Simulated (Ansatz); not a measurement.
Computed with DFT PBE, scalar-relativistic, plane waves, PAW (Ansatz 0.2.0). All cells share a 420 eV cutoff and Γ-centred k meshes spaced at most about 0.3 Å⁻¹ (about 0.25 or finer for metals, 2π included). Collinear spin in cells that started with moments and kept them past the coarse steps, no spin elsewhere.

The zero of energy is the elements' standard structures at the same level (N₂ as a molecule); no fitted shifts are applied.

A relaxed structure of Lu3TiN has 21.03 Å³/atom, −0.48 eV/atom against the elements, no gap on its mesh, a net moment of 0.65 μB/atom:

```
CELL_PARAMETERS angstrom
4.72008 0.00000 0.00000
0.00000 4.72008 0.00000
0.00000 0.00000 4.72008
ATOMIC_POSITIONS crystal
Lu 0.50000 0.00000 0.50000
Lu 0.50000 0.50000 0.00000
Lu 0.00000 0.50000 0.50000
Ti 0.00000 0.00000 0.00000
N 0.50000 0.50000 0.50000
```

**Question.** Predict cell, energy and gap of Ca3TiN with the same space group and Wyckoff sites.

**Answer.** Ca3TiN has a = 4.993 Å: 24.90 Å³/atom, +0.03 eV/atom against the elements, no gap on its mesh, a net moment of 0.84 μB/atom. The volume per atom changes by +18.4 % and the formation energy by +0.51 eV/atom (from unrounded values). The moments change too, so the valence or magnetic state isn't the same. Covalent radii: Lu 1.87 Å, Ca 1.76 Å; electronegativities 1.27 and 1.00. The cell doesn't follow the covalent radius here. Ca has 2 N at 2.50 Å, 4 Ti at 3.53 Å and 8 Ca at 3.53 Å; around Ti lie 12 Ca at 3.53 Å; around N lie 6 Ca at 2.50 Å.

```
Ca Ti N
1.0
     4.99316    0.00000    0.00000
     0.00000    4.99316    0.00000
     0.00000    0.00000    4.99316
Ca Ti N
3 1 1
Cartesian
  2.4966 2.4966 0.0000
  0.0000 2.4966 2.4966
  2.4966 0.0000 2.4966
  0.0000 0.0000 0.0000
  2.4966 2.4966 2.4966
```

The two cells were relaxed from separate starts that ended on the same group and sites; neither need be the stable form of its compound. Another magnetic order may lie lower. Cells relaxed within their symmetry can be saddle points.
